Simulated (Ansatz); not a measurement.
Values for one crystal, relaxed and computed with plane-wave PAW PBE (Ansatz code); other levels are named.

```yaml
volume_per_atom: 14.41 Å³
band_gap: 1.50 eV (direct)
Hole effective mass, band 2 of 3 at the edge: 4.1 along [100], 0.61 along [110], 0.86 along [111] (mₑ)
conduction_band_minimum: at Γ
Hole effective mass with spin–orbit coupling, band 1 of 2 at the edge: 4.1 along [100], 1.2 along [110], 0.85 along [111] (mₑ)
Electron effective mass with spin–orbit coupling: 0.19 mₑ (isotropic)
Pressure derivative B′: 4.4
```

### Question
Which of these materials gives this?
(A) CsI, CsCl type
(B) GaN, Pm-3n (Ga on 6c, N on 6d)
(C) YN, rock salt
(D) CdF2, fluorite

### Answer
B, GaN, Pm-3n (Ga on 6c, N on 6d)

The start of the workflow was typed in or built on a structure type; neither database checked (COD, Materials Project) lists it. It is not the phase usual at ambient conditions (space group No. 186, 216). The cell was relaxed with PBE under the symmetry of its start; whether a distortion lowers the energy is not shown. Spin–orbit coupling is left out wherever it is not named.

Potentials: the later of the program's two PAW sets.
